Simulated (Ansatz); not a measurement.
Ansatz input file:

```yaml
crystal:
  lattice:
    - [7.6671877233, 0.0, 0.0]
    - [0.0, 10.8430408636, 0.0]
    - [0.0, 0.0, 29.2031894882]
  atoms:
    - { symbol: Si, position: [0.25, 0.5, 0.3193623319] }
    - { symbol: Si, position: [0.25, 0.0, 0.3193623319] }
    - { symbol: Si, position: [0.75, 0.5, 0.3193623319] }
    - { symbol: Si, position: [0.75, 0.0, 0.3193623319] }
    - { symbol: Si, position: [0.5, 0.625, 0.3193623319] }
    - { symbol: Si, position: [0.5, 0.125, 0.3193623319] }
    - { symbol: Si, position: [0.0, 0.625, 0.3193623319] }
    - { symbol: Si, position: [0.0, 0.125, 0.3193623319] }
    - { symbol: Si, position: [0.5, 0.75, 0.3849988931] }
    - { symbol: Si, position: [0.5, 0.25, 0.3849988931] }
    - { symbol: Si, position: [0.0, 0.75, 0.3849988931] }
    - { symbol: Si, position: [0.0, 0.25, 0.3849988931] }
    - { symbol: Si, position: [0.75, 0.875, 0.3849988931] }
    - { symbol: Si, position: [0.75, 0.375, 0.3849988931] }
    - { symbol: Si, position: [0.25, 0.875, 0.3849988931] }
    - { symbol: Si, position: [0.25, 0.375, 0.3849988931] }
    - { symbol: Si, position: [0.75, 0.0025069045, 0.4501677987] }
    - { symbol: Si, position: [0.75, 0.5025069045, 0.4501677987] }
    - { symbol: Si, position: [0.25, 0.0025069045, 0.4501677987] }
    - { symbol: Si, position: [0.25, 0.5025069045, 0.4501677987] }
    - { symbol: Si, position: [0.0, 0.1224930955, 0.4501677987] }
    - { symbol: Si, position: [0.0, 0.6224930955, 0.4501677987] }
    - { symbol: Si, position: [0.5, 0.1224930955, 0.4501677987] }
    - { symbol: Si, position: [0.5, 0.6224930955, 0.4501677987] }
    - { symbol: Si, position: [0.0, 0.2574562309, 0.5106185382] }
    - { symbol: Si, position: [0.0, 0.7574562309, 0.5106185382] }
    - { symbol: Si, position: [0.5, 0.2574562309, 0.5106185382] }
    - { symbol: Si, position: [0.5, 0.7574562309, 0.5106185382] }
    - { symbol: Si, position: [0.25, 0.3675437691, 0.5106185382] }
    - { symbol: Si, position: [0.25, 0.8675437691, 0.5106185382] }
    - { symbol: Si, position: [0.75, 0.3675437691, 0.5106185382] }
    - { symbol: Si, position: [0.75, 0.8675437691, 0.5106185382] }
    - { symbol: F, position: [0.25, 0.4147672307, 0.273834977] }
    - { symbol: F, position: [0.25, 0.9147672307, 0.273834977] }
    - { symbol: F, position: [0.75, 0.4147672307, 0.273834977] }
    - { symbol: F, position: [0.75, 0.9147672307, 0.273834977] }
    - { symbol: F, position: [0.5, 0.7102327693, 0.273834977] }
    - { symbol: F, position: [0.5, 0.2102327693, 0.273834977] }
    - { symbol: F, position: [0.0, 0.7102327693, 0.273834977] }
    - { symbol: F, position: [0.0, 0.2102327693, 0.273834977] }
    - { symbol: Si, position: [0.3367078374, 0.0236843694, 0.598064466] }
    - { symbol: "N", position: [0.3768172939, 0.0629352861, 0.6572463578] }
    - { symbol: C, position: [0.2103345241, 0.0894954573, 0.6800281159] }
    - { symbol: C, position: [0.4647476724, -0.0404875376, 0.6800281159] }
    - { symbol: H, position: [0.25, 0.1274854103, 0.574995068] }
    - { symbol: H, position: [0.2244858315, -0.0861427908, 0.5955167991] }
    - { symbol: H, position: [0.5033060073, -0.0019297996, 0.574995068] }
    - { symbol: H, position: [0.2337312438, 0.1157695294, 0.7162947025] }
    - { symbol: H, position: [0.1450412151, 0.1691391264, 0.6632730967] }
    - { symbol: H, position: [0.1213890931, 0.0083242077, 0.6792028636] }
    - { symbol: H, position: [0.4926934245, -0.0165331321, 0.7162947025] }
    - { symbol: H, position: [0.383693573, -0.1256962091, 0.6792028636] }
    - { symbol: H, position: [0.592186064, -0.0593139385, 0.6632730967] }
basis:
  ecutwfc: 420
kpoints:
  mp_grid: { grid: [2, 2, 1] }
hamiltonian:
  xc: pbe
  dispersion: d3bj
scf:
  occupations: { method: gaussian, width: 0.05 }
output:
  forces: true
  eigenvalues: true
  write_density: true
  write_potential: true
  elf: true
  volumetric_format: npy
relax:
  adjacent_minimum: "off"
  f_tol: 0.04
  max_steps: 100
  constraints: [{ sites: [0, 1, 2, 3, 4, 5, 6, 7, 8, 9, 10, 11, 12, 13, 14, 15] }]
efield:
  axis: 3
  dipole_correction: true
  ramp_width: 0.04
```

Command:
```bash
ansatz run input.yaml --threads 4 --pin off --max-ram 10240MiB --backend cpu --events-out ev --progress --plain --runs-dir out
```

Method: DFT PBE+D3(BJ), scalar-relativistic, plane waves, PAW (Ansatz).

Part of what the program printed, abridged:

```
Pseudopotentials: kind: paw
Pseudopotential: Si, paw, valence charge 4, recommended cutoff 420 eV (normal)
Pseudopotential: F, paw, valence charge 7, recommended cutoff 420 eV (normal)
Pseudopotential: N, paw, valence charge 5, recommended cutoff 420 eV (normal)
Pseudopotential: C, paw, valence charge 4, recommended cutoff 420 eV (normal)
Pseudopotential: H, paw, valence charge 1, recommended cutoff 420 eV (normal)
Functional definition: PBE
Crystal: 53 atoms, lattice volume = 2427.826 Å³
Basis set: ecut = 420 eV, 47469 PW (Γ), exchange–correlation on 108×150×400 points (8 copies of the dense FFT grid, shifted against one another)
Bands: 158, of which v1, the nominal top of the filled ones, is band 105 counted from 1 (104 counted from 0)
Symmetry: 1 space group operations
Space group: P1 (ITA 1), of the structure as read, at distance tolerance 1.3e-4 Å
k-points: 4
Initial density: superposition of atomic densities (neutral atoms: chi_scale 0, normalization atom), corrected by the library's trained network
Initial wavefunctions: pseudopotential atomic-orbital guess
Functional: x = pbe(κ = 0.804, μ = 0.21951497), c = pbe(β = 0.06672455)
SCF iter   1: F=—  HF=-28483.002809 eV  |F-HF|=—  |Δ(HF+E_count)|=         —  Δρ=2.80e-3  dr2=6.17e-1  ethr=1.77e-3  p=0.596 e·Å  D=4.44e-2 V/Å  ΔV_dip=-1.30 eV  dr2_dipole=1.33e-1  V_vac-E_F(+/−)=4.36/5.66 eV  ⟨swp⟩=8.0  Hψ=3488  notcnv=0  defer=117
efield: sawtooth ramp at fractional position 0.9751 (placed from the atoms, in the widest stretch of the axis that holds none; the zero of the levels goes with the place), width 0.0400; the density the first Hamiltonian is built on has a dipole p = 0.596 e·Å; the dipole correction subtracts the counter field D = 4.44e-2 V/Å, which shifts the + side's vacuum level by -1.30 eV against the − side's; the planar-averaged density in the ramp window peaks in size at 3.6e-6 e/Å³
SCF iter   2: F=—  HF=-28482.944013 eV  |F-HF|=—  |Δ(HF+E_count)|=   5.88e-2  Δρ=1.66e-3  dr2=1.93e-1  ethr=2.94e-4  p=1.052 e·Å  D=7.84e-2 V/Å  ΔV_dip=-2.29 eV  dr2_dipole=9.97e-4  V_vac-E_F(+/−)=4.18/6.47 eV  ⟨swp⟩=3.0  Hψ=1083  notcnv=0  defer=189
SCF iter   3: F=—  HF=-28482.925159 eV  |F-HF|=—  |Δ(HF+E_count)|=   1.89e-2  Δρ=7.42e-4  dr2=7.16e-2  ethr=9.17e-5  p=0.922 e·Å  D=6.87e-2 V/Å  ΔV_dip=-2.01 eV  dr2_dipole=1.54e-2  V_vac-E_F(+/−)=4.23/6.24 eV  ⟨swp⟩=2.2  Hψ=848  notcnv=0  defer=189
SCF iter   4: F=—  HF=-28482.920132 eV  |F-HF|=—  |Δ(HF+E_count)|=   5.03e-3  Δρ=5.27e-4  dr2=3.28e-2  ethr=3.41e-5  p=0.948 e·Å  D=7.06e-2 V/Å  ΔV_dip=-2.06 eV  dr2_dipole=5.61e-3  V_vac-E_F(+/−)=4.25/6.31 eV  ⟨swp⟩=2.0  Hψ=814  notcnv=0  defer=189
SCF iter   5: F=—  HF=-28482.916664 eV  |F-HF|=—  |Δ(HF+E_count)|=   3.47e-3  Δρ=2.35e-4  dr2=8.89e-3  ethr=1.56e-5  p=0.965 e·Å  D=7.19e-2 V/Å  ΔV_dip=-2.10 eV  dr2_dipole=1.63e-3  V_vac-E_F(+/−)=4.25/6.35 eV  ⟨swp⟩=2.0  Hψ=997  notcnv=0  defer=189
SCF iter   6: F=—  HF=-28482.915736 eV  |F-HF|=—  |Δ(HF+E_count)|=   9.28e-4  Δρ=1.42e-4  dr2=1.59e-3  ethr=4.23e-6  p=0.973 e·Å  D=7.25e-2 V/Å  ΔV_dip=-2.12 eV  dr2_dipole=2.43e-4  V_vac-E_F(+/−)=4.25/6.37 eV  ⟨swp⟩=2.0  Hψ=799  notcnv=0  defer=189
SCF iter   7: F=—  HF=-28482.915705 eV  |F-HF|=—  |Δ(HF+E_count)|=   3.10e-5  Δρ=7.43e-5  dr2=4.10e-4  ethr=7.56e-7  p=0.973 e·Å  D=7.25e-2 V/Å  ΔV_dip=-2.12 eV  dr2_dipole=5.17e-5  V_vac-E_F(+/−)=4.25/6.37 eV  ⟨swp⟩=2.0  Hψ=833  notcnv=0  defer=189
SCF iter   8: F=—  HF=-28482.915761 eV  |F-HF|=—  |Δ(HF+E_count)|=   5.58e-5  Δρ=3.97e-5  dr2=1.11e-4  ethr=1.95e-7  p=0.976 e·Å  D=7.28e-2 V/Å  ΔV_dip=-2.12 eV  dr2_dipole=1.17e-5  V_vac-E_F(+/−)=4.25/6.37 eV  ⟨swp⟩=2.0  Hψ=833  notcnv=0  defer=189
SCF iter   9: F=-28482.915763 eV  HF=-28482.915777 eV  |F-HF|=1.38e-5  |Δ(HF+E_count)|=   1.59e-5  Δρ=1.94e-5  dr2=2.94e-5  ethr=1.90e-8  p=0.978 e·Å  D=7.29e-2 V/Å  ΔV_dip=-2.13 eV  dr2_dipole=1.01e-6  V_vac-E_F(+/−)=4.25/6.37 eV  ⟨swp⟩=27.2  Hψ=7949  notcnv=0
SCF 1 converged in 9 iterations: F = -28482.915763 eV  dr2 = 2.94e-5
relax step   1: F+E_penalty+E_count = -28482.91576295 eV  Δ(F+E_penalty+E_count) = +0.000e0 eV  max|allowed force component| = 9.595e-1 eV/Å  Δτ_max = 0.0000 Å  (9 SCF iters, dr2 threshold 4.00e-5 eV, accepted)
Initial density: handed on by an earlier stage of this run
Initial wavefunctions: those handed on with the density
SCF iter   1: F=—  HF=-28483.190014 eV  |F-HF|=—  |Δ(HF+E_count)|=         —  Δρ=6.60e-3  dr2=7.95e-1  ethr=3.78e-4  p=0.978 e·Å  D=7.29e-2 V/Å  ΔV_dip=-2.13 eV  dr2_dipole=8.80e-5  V_vac-E_F(+/−)=4.25/6.38 eV  ⟨swp⟩=1.0  Hψ=2583  notcnv=0  defer=189
efield: sawtooth ramp at fractional position 0.9751 (handed on by an earlier solve), width 0.0400; the density the first Hamiltonian is built on has a dipole p = 0.978 e·Å; the dipole correction subtracts the counter field D = 7.29e-2 V/Å, which shifts the + side's vacuum level by -2.13 eV against the − side's; the planar-averaged density in the ramp window peaks in size at 1.4e-6 e/Å³
SCF iter   2: F=—  HF=-28483.093699 eV  |F-HF|=—  |Δ(HF+E_count)|=   9.63e-2  Δρ=1.67e-3  dr2=9.72e-2  ethr=3.78e-4  p=0.973 e·Å  D=7.25e-2 V/Å  ΔV_dip=-2.12 eV  dr2_dipole=6.20e-5  V_vac-E_F(+/−)=4.29/6.40 eV  ⟨swp⟩=2.5  Hψ=849  notcnv=0  defer=189
SCF iter   3: F=—  HF=-28483.068041 eV  |F-HF|=—  |Δ(HF+E_count)|=   2.57e-2  Δρ=6.85e-4  dr2=2.30e-2  ethr=4.63e-5  p=1.012 e·Å  D=7.54e-2 V/Å  ΔV_dip=-2.20 eV  dr2_dipole=2.46e-5  V_vac-E_F(+/−)=4.18/6.38 eV  ⟨swp⟩=3.0  Hψ=1010  notcnv=0  defer=189
SCF iter   4: F=—  HF=-28483.064988 eV  |F-HF|=—  |Δ(HF+E_count)|=   3.05e-3  Δρ=3.13e-4  dr2=7.08e-3  ethr=1.10e-5  p=1.010 e·Å  D=7.53e-2 V/Å  ΔV_dip=-2.20 eV  dr2_dipole=4.10e-5  V_vac-E_F(+/−)=4.19/6.39 eV  ⟨swp⟩=2.0  Hψ=1093  notcnv=0  defer=189
SCF iter   5: F=—  HF=-28483.064533 eV  |F-HF|=—  |Δ(HF+E_count)|=   4.55e-4  Δρ=1.82e-4  dr2=2.32e-3  ethr=3.37e-6  p=1.008 e·Å  D=7.51e-2 V/Å  ΔV_dip=-2.19 eV  dr2_dipole=2.46e-5  V_vac-E_F(+/−)=4.20/6.39 eV  ⟨swp⟩=2.0  Hψ=808  notcnv=0  defer=189
   ...
Work function:   Φ+ = 3.5488 eV   Φ− = 6.3399 eV
Levels:          The Fermi level and band energies are counted from a zero that moves with the ramp; work functions are not
--- Per-component energies (eV) ---
  E_band       = -1742.675637
  E_kinetic    = 3425.219772
  E_local      = -93888.265471  (includes V_loc(G=0)·N_el)
  E_nonlocal   = 1555.536460
  E_hartree    = 45204.850588
  E_xc         = -2690.646564
  E_vxc        = -2651.120448  (∫ρ·V_xc dr)
  E_paw        = -18854.572292  (= ΣΔE_a)
  E_vpaw       = -646.947307  (= ΣTr[D̂ρ^β])
  E_aug_tail   = 0.004815  (compensation charges beyond the density's cutoff)
  E_efield     = 0.061278  (sawtooth field / dipole correction)
  E_vefield    = 53.197071  (∫n·V_field dr)
  E_ewald      = 36772.098630
  E_disp       = -9.268487  (pairwise vdW)
  E_smearing   = -0.002211  (= −TS)
--- Forces (eV/Å), atoms counted from 1 ---
  atom   1  Si    -0.00210359     0.07974868    -0.09534164
  atom   2  Si     0.00102865     0.21803686    -0.05621310
  atom   3  Si     0.00367777     0.08471115    -0.09338691
  atom   4  Si     0.00452330     0.23338624    -0.05022158
  atom   5  Si    -0.00449887    -0.10989410    -0.05479451
  atom   6  Si    -0.01437375    -0.22094838    -0.12661863
  atom   7  Si     0.00891045    -0.09555815    -0.05609844
  atom   8  Si     0.01127035    -0.22131450    -0.11698595
  atom   9  Si     0.00545121    -0.02001626     0.05488332
  atom  10  Si    -0.01516890    -0.01563802     0.13592961
  atom  11  Si    -0.00607219    -0.00694637     0.03490001
  atom  12  Si    -0.01202737    -0.03391487     0.18444349
  atom  13  Si     0.00804498    -0.01474701     0.12223427
  atom  14  Si    -0.01184412     0.03253416     0.01858866
  atom  15  Si     0.02192454    -0.00059871     0.00695962
  atom  16  Si     0.00597672     0.07487462     0.08721770
  atom  17  Si    -0.00117886     0.00095256     0.00637094
  atom  18  Si    -0.00091623     0.00432386     0.00359007
  atom  19  Si     0.00198930     0.00881459     0.01162759
  atom  20  Si     0.00257763    -0.00858835    -0.00838952
  atom  21  Si     0.00302547     0.00208148    -0.00297949
  atom  22  Si     0.00275628     0.00130062     0.00291944
  atom  23  Si    -0.00411489     0.00117600    -0.00564096
  atom  24  Si    -0.00774797     0.00052305     0.00017242
  atom  25  Si     0.00003399    -0.00287562     0.00047763
  atom  26  Si    -0.00521796     0.00067309    -0.00505433
  atom  27  Si    -0.00197606     0.00068464    -0.00422337
  atom  28  Si     0.00389543     0.00317694     0.00179079
  atom  29  Si    -0.00018938     0.00175032     0.00841016
  atom  30  Si    -0.00207057    -0.00593241     0.00334902
  atom  31  Si     0.00042787     0.00496736    -0.00446187
  atom  32  Si     0.00251701    -0.00018973     0.01148017
  atom  33  F     -0.00001905     0.00608142     0.00393852
  atom  34  F      0.00121064     0.00230982     0.00358123
  atom  35  F     -0.00412417    -0.00062164    -0.00161797
  atom  36  F     -0.00216251    -0.00211555     0.00092972
  atom  37  F      0.00049642     0.00488147     0.00156156
  atom  38  F     -0.00075192    -0.00486829     0.00646900
  atom  39  F     -0.00164040     0.00100918    -0.00095798
  atom  40  F     -0.00350547    -0.00223402    -0.00036695
  atom  41  Si     0.01113272     0.00509623     0.02996109
  atom  42  N     -0.00141817     0.01202558    -0.02419593
  atom  43  C      0.01572464    -0.01384381     0.00028146
  atom  44  C     -0.01431017     0.00403013     0.00036346
  atom  45  H     -0.00143563     0.00684127    -0.00725370
  atom  46  H      0.00149232    -0.01372790    -0.01099699
  atom  47  H     -0.01057713    -0.00407620     0.00053641
  atom  48  H      0.00555626     0.00300643     0.00448858
  atom  49  H     -0.00649387     0.01066102    -0.01067249
  atom  50  H     -0.00498099    -0.00756295    -0.00005023
  atom  51  H      0.00389035     0.00815453     0.00805550
  atom  52  H     -0.00088406    -0.00486109    -0.00417437
  atom  53  H      0.01425034    -0.00681342    -0.01497908
--- Band table (eV) ---
  k-point 0: bands = ["-25.8545", "-25.8169", "-25.8039", "-25.8018", "-25.6882", "-25.6768", "-25.6640", "-25.6427", "-20.4903", "-15.5093", "-13.6456", "-13.0273", "-12.0905", "-11.9593", "-11.9103", "-11.4663", "-11.1381", "-11.0134", "-11.0008", "-10.8948", "-10.6251", "-10.6033", "-10.3180", "-10.0161", "-9.9332", "-9.7395", "-9.7040", "-9.4747", "-9.1964", "-9.1769", "-9.0191", "-9.0157", "-8.8137", "-8.6994", "-8.6885", "-8.6442", "-8.6082", "-8.3482", "-8.2858", "-8.2756", "-7.8356", "-7.4722", "-7.4011", "-7.3876", "-7.3813", "-7.2839", "-7.2426", "-7.1969", "-7.1456", "-7.0849", "-7.0728", "-7.0003", "-6.9115", "-6.8405", "-6.7415", "-6.6260", "-6.6172", "-6.6099", "-6.5677", "-6.5 ...
  k-point 1: bands = ["-25.8509", "-25.8217", "-25.8039", "-25.8026", "-25.6833", "-25.6765", "-25.6640", "-25.6459", "-20.4903", "-15.5093", "-13.6443", "-12.7791", "-12.7534", "-11.8987", "-11.6335", "-11.3114", "-10.9565", "-10.8706", "-10.7769", "-10.7334", "-10.7152", "-10.6913", "-10.5658", "-10.3794", "-9.9659", "-9.9003", "-9.7689", "-9.7454", "-9.2658", "-9.1762", "-9.0162", "-8.8697", "-8.7306", "-8.6718", "-8.6707", "-8.6444", "-8.5223", "-8.1382", "-8.0579", "-7.8982", "-7.8078", "-7.6558", "-7.5662", "-7.5150", "-7.3945", "-7.2942", "-7.2536", "-7.1878", "-7.1669", "-7.1486", "-7.0071", "-6.9503", "-6.8383", "-6.7872", "-6.7369", "-6.6911", "-6.6166", "-6.6140", "-6.5764", "-6.5 ...
  k-point 2: bands = ["-25.8385", "-25.8299", "-25.8092", "-25.8017", "-25.6857", "-25.6823", "-25.6516", "-25.6500", "-20.4902", "-15.5105", "-13.6413", "-12.5298", "-12.4740", "-11.8304", "-11.5157", "-11.4688", "-11.4640", "-11.4457", "-11.2544", "-11.0481", "-10.7017", "-10.6905", "-10.5709", "-10.4641", "-9.9242", "-9.8364", "-9.3706", "-9.3341", "-9.1796", "-9.1759", "-9.0148", "-8.8698", "-8.8669", "-8.8195", "-8.7585", "-8.5973", "-8.5801", "-7.8274", "-7.7692", "-7.5396", "-7.3875", "-7.3430", "-7.3274", "-7.3215", "-7.3143", "-7.1532", "-7.1511", "-7.1339", "-7.0567", "-7.0277", "-6.9183", "-6.9074", "-6.8809", "-6.8331", "-6.6991", "-6.6728", "-6.6357", "-6.5698", "-6.5096", "-6.3 ...
  k-point 3: bands = ["-25.8371", "-25.8283", "-25.8112", "-25.8040", "-25.6838", "-25.6803", "-25.6528", "-25.6513", "-20.4902", "-15.5105", "-13.6409", "-12.3528", "-12.2290", "-12.2113", "-12.2059", "-11.6577", "-11.1294", "-11.1272", "-11.0709", "-10.8839", "-10.3991", "-10.3914", "-10.3587", "-10.3477", "-10.2168", "-10.1025", "-9.9976", "-9.8514", "-9.1791", "-9.0776", "-9.0181", "-8.9541", "-8.9384", "-8.8104", "-8.7725", "-8.0690", "-7.9417", "-7.9113", "-7.8930", "-7.6739", "-7.4869", "-7.4402", "-7.4065", "-7.3855", "-7.2453", "-7.1709", "-7.1698", "-7.1490", "-7.0450", "-6.9926", "-6.9855", "-6.9681", "-6.9606", "-6.8289", "-6.6908", "-6.6858", "-6.6581", "-6.6372", "-6.5778", "-6 ...
--- Relaxed structure (18 steps of the walk, 17 accepted, 0 SCFs on fresh bases) ---
  F+E_penalty+E_count = -28484.98348134 eV   max|allowed force component| = 2.996e-2 eV/Å
  atoms:
    - { symbol: Si, position: [0.25000000, 0.50000000, 0.3193623319] }
    - { symbol: Si, position: [0.25000000, 0.0, 0.3193623319] }
    - { symbol: Si, position: [0.75000000, 0.50000000, 0.3193623319] }
    - { symbol: Si, position: [0.75000000, 0.0, 0.3193623319] }
    - { symbol: Si, position: [0.50000000, 0.62500000, 0.3193623319] }
    - { symbol: Si, position: [0.50000000, 0.12500000, 0.3193623319] }
    - { symbol: Si, position: [0.0, 0.62500000, 0.3193623319] }
    - { symbol: Si, position: [0.0, 0.12500000, 0.3193623319] }
    - { symbol: Si, position: [0.50000000, 0.75, 0.3849988931] }
    - { symbol: Si, position: [0.50000000, 0.25000000, 0.3849988931] }
    - { symbol: Si, position: [0.0, 0.75, 0.3849988931] }
    - { symbol: Si, position: [0.0, 0.25000000, 0.3849988931] }
    - { symbol: Si, position: [0.75000000, 0.87500000, 0.3849988931] }
    - { symbol: Si, position: [0.75000000, 0.375, 0.3849988931] }
    - { symbol: Si, position: [0.25000000, 0.87500000, 0.3849988931] }
    - { symbol: Si, position: [0.25000000, 0.375, 0.3849988931] }
    - { symbol: Si, position: [0.74942159, -0.00097140, 0.45220101] }
    - { symbol: Si, position: [0.74961303, 0.50208275, 0.44950151] }
    - { symbol: Si, position: [0.24958454, -0.00118667, 0.45112985] }
    - { symbol: Si, position: [0.24950921, 0.50163893, 0.45019502] }
    - { symbol: Si, position: [0.00038715, 0.12175589, 0.45145142] }
    - { symbol: Si, position: [-0.00163384, 0.62571730, 0.45034181] }
    - { symbol: Si, position: [0.50007878, 0.12212338, 0.45125386] }
    - { symbol: Si, position: [0.50143070, 0.62628581, 0.45064123] }
    - { symbol: Si, position: [0.00668174, 0.29804788, 0.49697432] }
    - { symbol: Si, position: [-0.00834950, 0.71822435, 0.52385686] }
    - { symbol: Si, position: [0.50651729, 0.29808073, 0.49699049] }
    - { symbol: Si, position: [0.49277157, 0.71877849, 0.52428032] }
    - { symbol: Si, position: [0.25608514, 0.40186214, 0.52275706] }
    - { symbol: Si, position: [0.24210105, 0.83512902, 0.50386872] }
    - { symbol: Si, position: [0.75610220, 0.40213281, 0.52209737] }
    - { symbol: Si, position: [0.74166493, 0.82329626, 0.49916693] }
    - { symbol: F, position: [0.25010102, 0.41589145, 0.27348719] }
    - { symbol: F, position: [0.24974179, 0.91261837, 0.27442127] }
    - { symbol: F, position: [0.75051368, 0.41678729, 0.27328123] }
    - { symbol: F, position: [0.75018555, 0.91291123, 0.27435541] }
    - { symbol: F, position: [0.49999513, 0.70897749, 0.27347680] }
    - { symbol: F, position: [0.50106721, 0.21281699, 0.27453259] }
    - { symbol: F, position: [3.49108652e-5, 0.70891262, 0.27345804] }
    - { symbol: F, position: [-0.00035225, 0.21288209, 0.27456235] }
    - { symbol: Si, position: [0.33481301, 0.03352967, 0.56962442] }
    - { symbol: N, position: [0.34530909, 0.03667547, 0.62797463] }
    - { symbol: C, position: [0.20495385, 0.08777381, 0.65568069] }
    - { symbol: C, position: [0.46864966, -0.03965996, 0.65317763] }
    - { symbol: H, position: [0.22578720, 0.13727142, 0.55274133] }
    - { symbol: H, position: [0.22324187, -0.08348550, 0.55448095] }
    - { symbol: H, position: [0.51222609, 0.01737320, 0.54998166] }
    - { symbol: H, position: [0.25925381, 0.14516578, 0.68336542] }
    - { symbol: H, position: [0.12004096, 0.14631119, 0.63466661] }
    - { symbol: H, position: [0.12452880, 0.01483721, 0.67147850] }
    - { symbol: H, position: [0.53110868, 0.01462292, 0.68054806] }
    - { symbol: H, position: [0.40423041, -0.11996211, 0.66906979] }
    - { symbol: H, position: [0.57070931, -0.07429515, 0.63020007] }
```

The relaxation met its thresholds.

The run took 7.6 min on 4 threads of Intel(R) Xeon(R) Platinum 8488C (Sapphire Rapids) (shared host), peak memory 7.6 GiB.

An atom lies near a switch of its D3 coefficient C6 between reference coordination numbers, so the dispersion energy changes steeply there and can make or shift the minimum.